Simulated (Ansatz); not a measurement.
## Y5Tl3, one structure, two calculations

Cell: a Materials Project structure (computed, not necessarily an observed phase).

```cif
data_Y5Tl3
_symmetry_space_group_name_H-M 'P6_3/mcm'
_symmetry_Int_Tables_number 193
_cell_length_a 8.9998
_cell_length_b 8.9998
_cell_length_c 6.6962
_cell_angle_alpha 90.000
_cell_angle_beta 90.000
_cell_angle_gamma 120.000
loop_
_atom_site_label
_atom_site_type_symbol
_atom_site_symmetry_multiplicity
_atom_site_Wyckoff_symbol
_atom_site_fract_x
_atom_site_fract_y
_atom_site_fract_z
Y1 Y 4 d 0.6667 0.3333 0.0000
Y5 Y 6 g 0.7616 0.7616 0.7500
Tl Tl 6 g 0.4015 0.4015 0.7500
```

One atom of each set is listed.

First run. The numbers come from a DFT calculation in Ansatz (PBE, plane waves and PAW, scalar-relativistic, 420 eV cutoff, Γ-centred 4×4×5 k-points, Fermi–Dirac smearing 0.05 eV).

```tsv
site	V_zz (10²¹ V/m²)	η
Y1	-2.89	0.00
Y5	-5.57	0.23
Tl	34.1	0.16
```

Second run. The same atoms and settings, except that spin–orbit coupling is included (fully relativistic PAW files) and the mesh is 5×5×5.

**Question.** Given the first result, estimate the second.

**Answer.** 

```csv
site,V_zz,η,change of V_zz
Y1,-2.79,0.00,+0.10
Y5,-5.35,0.27,+0.22
Tl,32.7,0.19,-1.36
```

The largest change of V_zz is on Tl, from 34.1 to 32.7. In per cent, |V_zz| changes by -4 to -3 on Y, -4 on Tl (all sites that start above 2).
